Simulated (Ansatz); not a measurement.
# TaRu: energy along a strain

TaRu, P4/mmm, a = 3.053 Å, c = 3.389 Å (as given, not relaxed at this level: -1.3 GPa). The structure is a COD entry; whether it is the stable form wasn't checked. Ansatz: r2SCAN, PAW, 500 eV, Γ-centred 16×16×14 mesh on 2 atoms, Gaussian smearing 0.15 eV; no spin polarisation. Cell vectors (Å): 3.053 0.000 0.000; 0.000 3.053 0.000; 0.000 0.000 3.389. The cell is strained by x per cent times the pattern (1 -1 0 0 0 0) in the order xx yy zz yz xz xy (engineering shears), with fractional coordinates held. y is the free energy over the start, V0 = 15.794 Å³/atom. Symmetry makes y even in x. Points with a strain past 8.5 % were computed too (4) and aren't used here.

| x (%) | y (meV/atom) |
| --- | --- |
| -7.50 | 112.99 |
| 0.00 | 0.00 |
| 1.87 | 7.48 |
| 3.75 | 29.39 |
| 5.62 | ? |

Fit y = c2 x² + c4 x⁴ to the other rows, get the stiffness along the pattern, and predict the missing energy.

Least squares on the rows shown. y = 2.1197 x² − 0.0019744 x⁴. The clamped-ion stiffness p·C·p = 2 × 21.20 eV × 160.2 / 15.794 Å³ = 430 GPa (second derivative at the start, which stands under stress). At x = 5.62 the fit asked for gives 64.98 meV/atom. The run gave 64.34 meV/atom, so the fit is 0.64 meV/atom too high, 0.57 % of the span of the series, against an rms of 0.06 meV/atom on the fitted rows. With a term in x⁶ added, a fit to the same known rows (none to spare) predicts 64.24 meV/atom, so most of the miss is curvature that the known rows already hold.

Spin–orbit coupling is left out, which can shift energies with elements as heavy as these.